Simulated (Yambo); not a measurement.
A G0W0@PBEsol run in Yambo for HfS2 (CdI2 type, space group P-3m1, No. 164) (6×6×2 Γ-centred k mesh, bands 2 to 157 and a 10 Ry block in the screening, 157 bands in G with the Bruneval-Gonze terminator, plasmon pole fitted at 27.2 eV) gives these matrix elements, in eV, at the band edges (Γ → L):

| state | E0 | <Vxc> | <Σx> | <Σc(E0)> | Z |
|---|---|---|---|---|---|
| valence edge | 0.000 | -13.533 | -15.968 | 1.426 | 0.779 |
| conduction edge | 1.151 | -12.377 | -7.838 | -3.984 | 0.798 |

Problem. Solve the linearised quasiparticle equation for both states, give the gap, and say how exchange and correlation each act on it.

Solution. E = E0 + Z(Σx + Σc − Vxc). Valence: 0.000 + 0.779 × (-15.968 + (1.426) − (-13.533)) = -0.79 eV. Conduction: 1.151 + 0.798 × (-7.838 + (-3.984) − (-12.377)) = 1.59 eV. The gap is 2.38 eV, against 1.15 eV in PBEsol. Replacing Vxc by bare exchange alone would open it by 6.97 eV; correlation takes back 5.41 eV of that, and Z scales what is left. Nearest settings tried, and what they do to the gap: 120 bands in W, 120 bands in G: +0 meV; 8 Ry block (185 vectors against 251): -42 meV; 6×6×4 mesh: +50 meV. So the settings aren't converged at that level. Without spin-orbit coupling, band edges of such heavy elements can be off by tenths of an eV.

Geometry of the Materials Project entry, not relaxed at this level; primitive cell a = 3.6397 Å, b = 3.6397 Å, c = 6.0556 Å, α = 90.00°, β = 90.00°, γ = 120.00°.

The distance between layers or molecules is the database entry's, not relaxed here. Functionals without dispersion can leave it too large, which widens gaps and weakens the response across layers: the numbers belong to this cell.
